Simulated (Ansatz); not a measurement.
The relaxed structure here is a generated cell of AlIr: the first start was made by a random draw of sites in a space group, and the end was not matched to a known phase here, so it may be hypothetical.

The start is a randomly generated symmetric cell of AlIr (space group No. 164). The cell and all atomic positions are relaxed at zero pressure with PBE (plane waves to 420 eV, PAW, scalar-relativistic; Ansatz, an electronic-structure program). First-step values are on the input's coarse k-mesh.

Ansatz input (later rounds restart from its end on a renewed k-mesh):
Ansatz 0.2 input:
```yaml
crystal:
  lattice:
    - [3.7569125, 0, 0]
    - [-1.8784562, 3.2535817, 0]
    - [0, 0, 4.7339032]
  atoms:
    - { symbol: Al, position: [0, 0, 0.68343857] }
    - { symbol: Al, position: [0, 0, 0.31656143] }
    - { symbol: Ir, position: [0.33333333, 0.66666667, 0.36302488] }
    - { symbol: Ir, position: [0.66666667, 0.33333333, 0.63697512] }
basis: { ecutwfc: 420, ecutrho_ratio: 4, xc_grid: 2, fft_grid_basis: typed }
kpoints: { mp_grid: { grid: [10, 10, 7] } }
hamiltonian:
  xc: pbe
  dispersion: none
  pseudopotentials: { kind: paw }
scf: { occupations: { method: fermi_dirac, width: 0.05 } }
relax: { f_tol: 0.01, max_steps: 100, cell: { stress_tol: 0.02 } }
output: { forces: true, stress: true }
```

Question: What symmetry does the relaxed structure have?

Answer: The space group goes from P-3m1 (No. 164) to P6₃/mmc (No. 194), with 4 atoms in the primitive cell.

Question: How much energy is released per atom?

Answer: About 2.2 eV/atom.

Question: How does the volume change?

Answer: +19.4 %, from 14.47 to 17.28 Å³/atom.

Question: How do the shortest distances between atoms change?

Answer: The closest pairs of elements (up to four, under 3.6 Å), start → end: Al–Al 1.74 → 2.37 Å; Al–Ir 2.18 → 2.37 Å; Ir–Ir 2.53 → 3.35 Å.

Question: Is the relaxed structure metallic? Give its gap.

Answer: Zero (metallic).

Question: Write out the relaxed structure.

Answer: 
```cif
data_Al2Ir2
_chemical_formula_sum 'Al2 Ir2'
_space_group_name_H-M_alt 'P63/mmc'
_space_group_IT_number 194
_space_group_name_Hall '-P 6c 2c'
_cell_length_a 4.09933
_cell_length_b 4.09933
_cell_length_c 4.74906
_cell_angle_alpha 90.000
_cell_angle_beta 90.000
_cell_angle_gamma 120.000
loop_
_atom_site_label
_atom_site_type_symbol
_atom_site_symmetry_multiplicity
_atom_site_Wyckoff_symbol
_atom_site_fract_x
_atom_site_fract_y
_atom_site_fract_z
_atom_site_occupancy
Al1 Al 2 b 0.00000 0.00000 0.25000 1
Ir1 Ir 2 c 0.33333 0.66667 0.25000 1
```

Final values are on a 13×13×10 k-mesh of the relaxed cell. The start holds a very short contact (Al–Al 1.74 Å). No spin polarisation in the result.

The run could not lose the symmetry of its start, so the end can be a saddle point.
